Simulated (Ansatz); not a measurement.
YSiPd:
```cif
data_Pd8Si8Y8
_chemical_formula_sum 'Y8 Si8 Pd8'
_space_group_name_H-M_alt 'P 1'
_space_group_IT_number 1
_cell_length_a 4.32108
_cell_length_b 14.00078
_cell_length_c 7.43562
_cell_angle_alpha 90.000
_cell_angle_beta 90.000
_cell_angle_gamma 90.000
loop_
_space_group_symop_operation_xyz
  'x, y, z'
loop_
_atom_site_label
_atom_site_type_symbol
_atom_site_fract_x
_atom_site_fract_y
_atom_site_fract_z
_atom_site_occupancy
Y1 Y 0.50000 0.74809 0.21075 1
Y2 Y 0.50000 0.25191 0.21075 1
Y3 Y 0.00000 0.75191 0.78925 1
Y4 Y 0.00000 0.24809 0.78925 1
Y5 Y 0.50000 0.00000 0.29213 1
Y6 Y 0.00000 0.50000 0.70787 1
Y7 Y 0.50000 0.50000 0.30090 1
Y8 Y 0.00000 0.00000 0.69910 1
Si1 Si 0.50000 0.64632 0.59249 1
Si2 Si 0.50000 0.35368 0.59249 1
Si3 Si 0.00000 0.85368 0.40751 1
Si4 Si 0.00000 0.14632 0.40751 1
Si5 Si 0.50000 0.09227 0.90956 1
Si6 Si 0.50000 0.90773 0.90956 1
Si7 Si 0.00000 0.40773 0.09044 1
Si8 Si 0.00000 0.59227 0.09044 1
Pd1 Pd 0.50000 0.60805 0.92397 1
Pd2 Pd 0.50000 0.39195 0.92397 1
Pd3 Pd 0.00000 0.89195 0.07603 1
Pd4 Pd 0.00000 0.10805 0.07603 1
Pd5 Pd 0.50000 0.15534 0.58160 1
Pd6 Pd 0.50000 0.84466 0.58160 1
Pd7 Pd 0.00000 0.34466 0.41840 1
Pd8 Pd 0.00000 0.65534 0.41840 1
```

Relaxed with r²SCAN.

**Question.** Which orbitals make up the states near the Fermi level in DFT-r²SCAN in the program Ansatz with PAW potentials?

**Answer.** Within 0.5 eV of the Fermi level: Y 4d 44 %, Si 3p 29 %, Pd 4d 16 %, outside the projected shells 7 %. Projections are on Löwdin-orthogonalised atomic valence shells; empty p or d shells of many metals are not among them.

**Question.** Tabulate the density of states.

**Answer.** States/eV per cell of 24 atoms, in 0.25 eV bins, energy from the Fermi level.

```tsv
E (eV)	total	Pd 4d	Y 4d	Si 3p
-7.85	8.74	1.38	1.46	0.76
-7.60	5.75	0.96	1.07	0.51
-7.35	0.00	0.00	0.00	0.00
-7.10	0.00	0.00	0.00	0.00
-6.85	0.00	0.00	0.00	0.00
-6.60	0.00	0.00	0.00	0.00
-6.35	0.00	0.00	0.00	0.00
-6.10	0.00	0.00	0.00	0.00
-5.85	0.00	0.00	0.00	0.00
-5.60	0.79	0.13	0.11	0.38
-5.35	19.84	7.02	2.14	7.89
-5.10	16.84	8.01	1.76	5.58
-4.85	33.72	19.02	3.05	9.47
-4.60	26.06	17.06	2.01	5.97
-4.35	32.93	23.92	2.23	5.77
-4.10	49.05	38.96	3.00	5.70
-3.85	43.19	37.46	1.93	2.82
-3.60	36.87	31.96	1.93	1.86
-3.35	33.86	29.50	1.91	1.31
-3.10	29.52	23.30	2.04	2.17
-2.85	16.77	10.79	2.06	2.12
-2.60	14.44	8.20	2.53	2.28
-2.35	15.47	7.22	2.90	3.67
-2.10	12.02	4.44	2.44	3.83
-1.85	10.49	3.27	2.12	3.93
-1.60	17.35	4.27	4.25	7.28
-1.35	18.38	4.09	4.84	7.94
-1.10	13.39	2.68	3.70	5.93
-0.85	13.96	2.68	4.30	5.77
-0.60	8.90	1.63	3.18	3.30
-0.35	9.40	1.70	3.35	3.52
-0.10	7.63	1.36	2.97	2.61
0.15	7.15	1.12	3.22	2.02
0.40	10.66	1.18	5.93	1.89
0.65	10.77	1.22	6.48	1.66
0.90	14.01	1.30	9.50	1.50
1.15	12.96	1.52	8.46	1.57
1.40	14.55	1.50	9.63	1.63
1.65	8.37	0.80	5.56	1.00
1.90	10.92	1.03	7.28	1.28
2.15	10.98	1.04	7.07	1.28
2.40	11.55	0.88	7.68	1.32
2.65	10.36	0.62	6.80	1.16
2.90	14.41	0.70	9.81	1.24
3.15	16.95	0.80	11.59	1.56
3.40	19.45	0.79	13.25	1.80
3.65	19.06	0.73	12.64	1.85
3.90	18.84	0.74	12.11	1.90
4.15	17.72	0.70	11.06	2.04
4.40	19.35	0.77	11.37	2.33
4.65	17.16	0.57	9.45	2.24
```

Space group Pmmn. The first step of the workflow began from a Materials Project structure, measured or hypothetical; the Crystallography Open Database copy checked does not list it. With Si and Pd taken as one species the cell has the higher symmetry Imma, so it may be an ordered model of a mixed-site phase. Its standing as an ambient phase is unchecked. The cell was relaxed with r²SCAN under the symmetry of its start; whether a distortion lowers the energy is not shown. The run is not spin-polarised. Spin–orbit coupling is left out wherever it is not named.

Potentials: the later of the program's two PAW sets.
